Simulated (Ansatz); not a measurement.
LaB2 (MoSi2 or CaC2 type, I4/mmm) at seven volumes, the program Ansatz at the r²SCAN level (PAW), shape and atoms relaxed at each. One row is withheld.

```csv
V (Å³/atom),P (GPa)
17.614,7.04
18.195,4.36
18.775,?
19.356,0.00
19.937,-1.81
20.518,-3.39
21.098,-4.75
```

Task: Fit the shown pressures and predict the withheld one.

Result: Third-order Birch–Murnaghan: P = (3/2)B₀(x^(7/2) − x^(5/2))[1 + (3/4)(B′ − 4)(x − 1)] with x = (V₀/V)^(2/3). Least squares on the six rows gives V₀ = 19.352 Å³/atom, B₀ = 63.82 GPa, B′ = 3.39. At V = 18.775, x = 1.0204 and P = 2.03 GPa. The run itself gave 2.02 GPa.

The start of the workflow was typed in or built on a structure type; neither database checked (COD, Materials Project) lists it. Whether it is the stable phase at ambient conditions was not checked. The cell was relaxed with r²SCAN under the symmetry of its start; its stability against distortions is not shown here. Its formation energy is positive at this level, so the cell may be metastable or incomplete. Spin–orbit coupling is left out wherever it is not named.

Potentials: the earlier of the program's two PAW sets.
